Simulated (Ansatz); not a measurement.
VSi:
```xyz
4
Lattice="0.0000 2.9977 2.9977 2.9977 0.0000 2.9977 2.9977 2.9977 0.0000" Properties=species:S:1:pos:R:3 pbc="T T T"
V      0.0000     0.0000     0.0000
Si     1.4989     1.4989     1.4989
V      2.9977     2.9977     2.9977
Si     4.4966     4.4966     4.4966
```
Starting moments (μB, in the order of the atoms V Si V Si): 1.8 0.0 -1.8 0.0.

Relaxed with PBE. Special points in fractions of this cell's reciprocal vectors: Γ (0.000, 0.000, 0.000); X (0.500, 0.000, 0.500); U (0.625, 0.250, 0.625); K (0.375, 0.375, 0.750); L (0.500, 0.500, 0.500); W (0.500, 0.250, 0.750).

**Question.** List the band energies nearest the Fermi level at these points for PBE in the plane-wave PAW code Ansatz.

**Answer.** In eV from the Fermi level; about four levels below and three above (degenerate sets whole), none deeper than 8.9 eV; points with the same levels are listed once.

```json
[
 {"k": "Γ ↑", "below": "-4.71 -4.71 -4.71 -2.98 -2.15 -2.15", "above": "1.31 1.31 1.31"},
 {"k": "X ↑", "below": "-2.11 -1.16 -1.10 -1.10", "above": "0.47 0.47 1.41"},
 {"k": "U ↑", "below": "-1.80 -1.12 -0.96 -0.89", "above": "0.40 0.46 0.97"},
 {"k": "L ↑", "below": "-1.79 -0.99 -0.58 -0.58", "above": "0.59 0.59 2.87"},
 {"k": "W ↑", "below": "-2.36 -2.36 -1.12 -0.99 -0.92", "above": "0.26 0.79 0.79"}
]
```

Space group Pm-3m (CsCl type). The cell is a constructed one: a structure type filled with these elements; neither database checked (COD, Materials Project) lists it. Its standing as an ambient phase is unchecked. Symmetry was held in the PBE relaxation, as lowered by the spin order; whether a distortion lowers the energy is not shown. Magnetic state: antiferromagnetic, chosen from 3 collinear starts compared on coarse meshes (ties went to the first, and starts can fall back to one state), not a proven ground state. Point labels and valley counts follow the cell and symmetry of the run, lower than the named group.

Potentials: the later of the program's two PAW sets.
